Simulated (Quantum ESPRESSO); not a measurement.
Band energies of SrCaAl2Si2N6

```
SrCaAl2Si2N6
1.0
    5.14503     0.00000     0.00000
   -0.01384     5.73079     0.00000
   -0.01353    -2.86543     4.98502
N Al Si Ca Sr
6 2 2 1 1
Direct
  0.49713   0.75516   0.77278
  0.98900   0.23275   0.21656
  0.87754   0.11306   0.67021
  0.85362   0.64493   0.10040
  0.38049   0.90697   0.33027
  0.35621   0.35800   0.92035
  0.52424   0.02217   0.67141
  0.02213   0.98215   0.32995
  0.51966   0.66916   0.02434
  0.01693   0.33332   0.98087
  0.49494   0.30355   0.30022
  0.99811   0.67878   0.68264
```

PBEsol (pw.x of Quantum ESPRESSO, ONCV potentials, without SOC); path XΓY,LΓZ,NΓM,RΓ; energies in eV from the valence-band maximum.

```
k (1/Å)  point  band 28  band 29  band 30  band 31  band 32  band 33  band 34  band 35
-------  -----  -------  -------  -------  -------  -------  -------  -------  -------
0.00         X    -1.10    -0.87    -0.71    -0.48    -0.35     3.51     3.85     4.05
0.42              -1.02    -0.99    -0.76    -0.67    -0.21     3.26     3.57     3.95
0.63         Γ    -1.13    -1.07    -0.83    -0.75     0.00     3.23     3.48     3.74
0.84              -1.23    -1.08    -0.96    -0.81    -0.01     3.31     3.79     3.97
1.24         Y    -1.16    -1.16    -0.97    -0.50    -0.27     3.86     3.98     4.46
1.24         L    -1.44    -1.25    -1.23    -0.86    -0.77     4.27     4.53     4.71
1.68              -1.25    -1.15    -0.88    -0.65    -0.37     3.59     3.90     4.26
2.12         Γ    -1.13    -1.07    -0.83    -0.75     0.00     3.23     3.48     3.74
2.54              -1.34    -1.15    -0.88    -0.64    -0.30     3.67     3.78     4.37
2.75         Z    -1.26    -1.20    -0.98    -0.62    -0.34     3.89     4.03     4.17
2.75         N    -1.59    -0.98    -0.76    -0.63    -0.47     3.90     3.95     4.45
2.96              -1.41    -1.06    -0.74    -0.64    -0.36     3.61     3.87     4.57
3.38         Γ    -1.13    -1.07    -0.83    -0.75     0.00     3.23     3.48     3.74
3.73              -1.32    -1.15    -0.89    -0.76    -0.24     3.55     3.86     4.24
4.26         M    -1.47    -1.37    -1.26    -0.70    -0.68     4.30     4.70     4.92
4.26         R    -1.78    -1.26    -1.15    -0.72    -0.69     4.43     4.72     4.95
4.41              -1.65    -1.25    -1.08    -0.73    -0.65     4.32     4.54     4.80
4.70              -1.44    -1.14    -0.88    -0.73    -0.32     3.69     3.99     4.41
5.14         Γ    -1.13    -1.07    -0.83    -0.75     0.00     3.23     3.48     3.74
```

The PBEsol gap is direct, 3.23 eV at Γ.

Geometry of the Materials Project entry, not relaxed at this level.

The structure is a Materials Project entry; no match was found in the copy of COD used, and its stability was not checked.
